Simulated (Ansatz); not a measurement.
In2Se3 (La2O3 or Ni2Al3 type, P-3m1), PBEsol (plane waves, PAW; program Ansatz), all energies at zero smearing, with the estimated change up to a 700 eV cutoff added, with one set of potentials and settings (totals compare only within such a set). Cell of 5 atoms (2 In, 3 Se): -27325.962 eV.

```json
[
 {"element": "In", "reference phase": "I4/mmm, 1 atoms in the cell", "E (eV/atom)": "-5525.4724"},
 {"element": "Se", "reference phase": "P3_121, 3 atoms in the cell", "E (eV/atom)": "-5424.2168"}
]
```

Formation energy per atom, worked out: (-27325.962 − 2×(-5525.4724) − 3×(-5424.2168))/5 = -0.473 eV/atom (-46 kJ per mol of atoms), at 0 K, without zero-point energy or fitted corrections.

A made-up cell: these elements were put on the sites of a structure type; neither database checked (COD, Materials Project) lists it. COD files the formula under space group No. 160, 166, 169, 170. Its standing as an ambient phase is unchecked. The PBEsol relaxation kept the symmetry of its start. At this level the phase is dynamically unstable (imaginary phonons). The references are the lowest solids computed at this level, not always the standard phases.

Potentials: the earlier of the program's two PAW sets. The files were generated under PBE; for other functionals the program regenerates the frozen cores, and for LDA and PBEsol the local potential too.
